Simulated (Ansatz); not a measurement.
TiFe: from a starting cell to a relaxed one

The start is a generated trial cell of TiFe in the AFLOW prototype AB_cI16_199_a_a (B_a). Cell shape, volume and atoms are optimised at zero target pressure with PBEsol (plane waves to 420 eV, PAW, scalar-relativistic; Ansatz, a quantum-chemistry and plane-wave program). The first steps use a coarse 8×8×8 k-mesh.

Initial structure:
```
CELL_PARAMETERS angstrom
     -2.93868     2.93868     2.93868
      2.93868    -2.93868     2.93868
      2.93868     2.93868    -2.93868
ATOMIC_POSITIONS crystal
  Fe 0.91200 0.91200 0.91200
  Fe 0.50000 0.00000 0.58800
  Fe 0.00000 0.58800 0.50000
  Fe 0.58800 0.50000 0.00000
  Ti 0.43060 0.43060 0.43060
  Ti 0.50000 0.00000 0.06940
  Ti 0.00000 0.06940 0.50000
  Ti 0.06940 0.50000 0.00000
```
Spin-polarised start, with parallel moments on Fe.

Task: What pressure does the first self-consistent step give?

Result: +6.2 GPa (positive: the cell is compressed).

Task: Which atoms feel the largest initial force, and how large is it?

Result: 1.98 eV/Å, on Ti5, Ti6, Ti7, Ti8 (atoms numbered as listed).

Task: What symmetry does the relaxed structure have?

Result: The space group goes from I2₁3 (No. 199) to Pm-3m (No. 221); the end is CsCl type, with 2 atoms in the primitive cell.

Task: How much energy is released per atom?

Result: 0.53 eV/atom.

Task: How does the volume per atom move from start to end?

Result: -2.3 %, from 12.69 to 12.40 Å³/atom.

Task: How do the shortest distances between atoms change?

Result: The closest pairs of elements (up to four, under 3.6 Å), start → end: Fe–Ti 2.45 → 2.53 Å; Fe–Fe 2.48 → 2.92 Å; Ti–Ti 2.56 → 2.92 Å.

Task: Is the relaxed structure metallic? Give its gap.

Result: No gap (metallic).

Task: What does it relax into? Give the structure.

Result: 
```cif
data_FeTi
_chemical_formula_sum 'Fe1 Ti1'
_space_group_name_H-M_alt 'Pm-3m'
_space_group_IT_number 221
_space_group_name_Hall '-P 4 2 3'
_cell_length_a 2.91628
_cell_length_b 2.91628
_cell_length_c 2.91628
_cell_angle_alpha 90.000
_cell_angle_beta 90.000
_cell_angle_gamma 90.000
loop_
_atom_site_label
_atom_site_type_symbol
_atom_site_symmetry_multiplicity
_atom_site_Wyckoff_symbol
_atom_site_fract_x
_atom_site_fract_y
_atom_site_fract_z
_atom_site_occupancy
Fe1 Fe 1 a 0.00000 0.00000 0.00000 1
Ti1 Ti 1 b 0.50000 0.50000 0.50000 1
```

Final values are on a 16×16×16 k-mesh of the relaxed cell. No spin polarisation in the result: the starting moments vanished. A magnetic state may lie lower.

The run could not lose the symmetry of its start; a randomly shaken copy of 4 atoms returns to this structure.
